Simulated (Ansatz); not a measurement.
Data:

Pt (diamond, Fd-3m), a = 5.7203 Å, b = 5.7203 Å, c = 5.7203 Å, α = 90.00°, β = 90.00°, γ = 90.00°; the cell used has 2 atoms.

This is the r²SCAN-relaxed structure.

Q: All from r²SCAN in the plane-wave PAW code Ansatz, unless another level is named. Predict the density of states at the Fermi level.

A: 2.8 states/eV per atom (mean over ±0.08 eV).

Q: Predict the gap with spin–orbit coupling.

A: none (metallic).

The start of the workflow was typed in or built on a structure type; neither database checked (COD, Materials Project) lists it. It is not the phase usual at ambient conditions (space group No. 225). The r²SCAN relaxation kept the symmetry of its start. At this level the phase is mechanically unstable. No spin polarisation was allowed. Spin–orbit coupling is left out wherever it is not named.

Potentials: the earlier of the program's two PAW sets.
